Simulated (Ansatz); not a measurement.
Put Ca2MgAs2 in P4/mmm (No. 123): Ca on 2g; Mg on 1b; As on 2h.

Computed with Ansatz 0.2.0, DFT PBE, scalar-relativistic, plane waves, PAW. Cutoff 420 eV, Γ-centred mesh, Gaussian smearing, no spin polarisation.

Formation energies are uncorrected and refer to the elements' standard structures at the same level.

**Question.** Give the relaxed lattice parameters and positions.

**Answer.**

Space group P4/mmm (No. 123). a = 3.602 Å, b = 3.602 Å, c = 10.540 Å, α = 90.00°, β = 90.00°, γ = 90.00°
```tsv
atom	site	symmetry	x	y	z
Ca	2g	4mm	0.0000	0.0000	0.8098
Mg	1b	4/mmm	0.0000	0.0000	0.5000
As	2h	4mm	0.5000	0.5000	0.3434
```

Ca is surrounded by 4 As at 3.02 Å, 1 Mg at 3.27 Å and 4 Ca at 3.60 Å; around Mg lie 8 As at 3.04 Å, 2 Ca at 3.27 Å and 4 Mg at 3.60 Å; As has 4 Ca at 3.02 Å, 4 Mg at 3.04 Å, 1 As at 3.30 Å and 4 As at 3.60 Å. Another local minimum with the same sites may exist.

**Question.** And its energy and gap?

**Answer.** The formation energy is −0.44 eV/atom. The gap on the 10×10×4 mesh of the 5-atom cell is 0 eV (a metal). Whether it is stable depends on the other phases of the system, which aren't compared here.

The last run used Gaussian smearing of 0.10 eV. The reference form of As is held partly by dispersion forces, which this level lacks. Symmetry constrained the relaxation, so the result can be a saddle point.
